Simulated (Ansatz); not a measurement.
LiF (rock salt, space group No. 225), r²SCAN in the plane-wave PAW code Ansatz: ε∞ = 1.99, cell volume 15.88 Å³. Infrared-active transverse modes:

```
ω_TO (cm⁻¹)  oscillator strength S_xx (e²/amu)
-----------  ---------------------------------
320.3                                   0.2138
```

Question: Compute the static dielectric constant.

Answer: Each mode adds (4.921e7/V) S/ω²: 6.46. So ε0 = 8.45.

Question: What LO frequency does the Lyddane–Sachs–Teller relation give?

Answer: ω_LO = ω_TO √(ε0/ε∞) = 660 cm⁻¹.

Space group Fm-3m (rock salt). The r²SCAN relaxation kept the symmetry of its start.

Potentials: the earlier of the program's two PAW sets.
